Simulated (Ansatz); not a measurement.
## V (bcc)

Method: PBE with spin–orbit coupling; two-component spinors; PAW, 420 eV, 20×20×20 k-mesh, Gaussian smearing of 0.05 eV; code Ansatz; PAW files: Ansatz's generated set soft_2.

```xyz
1
Lattice="-1.4984 1.4984 1.4984 1.4984 -1.4984 1.4984 1.4984 1.4984 -1.4984" Properties=species:S:1:pos:R:3 pbc="T T T"
V     0.0000    0.0000    0.0000
```

Magnetic state: non-magnetic, site spin moments none.

Path: Γ–H–N–Γ–P–H | P–N, with Γ = (0.000, 0.000, 0.000), H = (0.500, -0.500, 0.500), N = (0.000, 0.000, 0.500), P = (0.250, 0.250, 0.250) in reciprocal vectors of the calculation's cell.

Problem. Is it a metal or an insulator, and if it has a gap, where are the band edges on this path?

Solution. A metal: bands cross the Fermi level.

Bands as a text map, energy in eV from the Fermi level (dashes), each leg drawn with the same width:
```
  3.71 |     *   *****        *                          **           
  3.43 |        ** *       *               *            **            
  3.14 |    *       *          *                       *              
  2.86 |   *   **   *       ***               ****** **    ***********
  2.57 |***   *      *      ** ********    ***     **          *******
  2.29 | *           *     *  ***   ** ****             *             
  2.00 |     * *      *   *      ***                                  
  1.71 |  *            * *  *                                        *
  1.43 |    * *       * *    *    *      *                          * 
  1.14 |   *               *       *                   *           *  
  0.86 |     *         *      *         *                         *   
  0.57 |*****                       ****                         *    
  0.29 |*****             *    *   ******                             
  0.00 |----------------*-------****-----*------------*---------*-----
 -0.29 |                 *       **       *                    *      
 -0.57 |     *                  *                             *       
 -0.86 |                * *   **           *   * *** *      **        
 -1.14 |                   ***              *****   *      ***  ******
 -1.43 |      *                                  *  **       ***      
 -1.71 |               *                     *    **  *       *       
 -2.00 |       *      *                                        *      
 -2.29 |      **      ***                              *        *     
 -2.57 |        *    *   *                  *           *        *    
 -2.86 |     *   ****     *                              **       *   
 -3.14 |                   ****                                    ***
 -3.43 |                       *           *                          
 -3.71 |                        *                                     
 -4.00 |    *                                                         
        Γ         H         N         Γ         P         HP         N
```

The calculation's cell holds 13 valence electrons, an odd number. Without magnetic order each Kramers pair of bands takes two, so one stays part-filled and the crystal must be a metal. (Only strong correlation, outside this picture, could make a Mott insulator of it.)

The starting moments died out; a magnetic state reached from other starts isn't excluded.
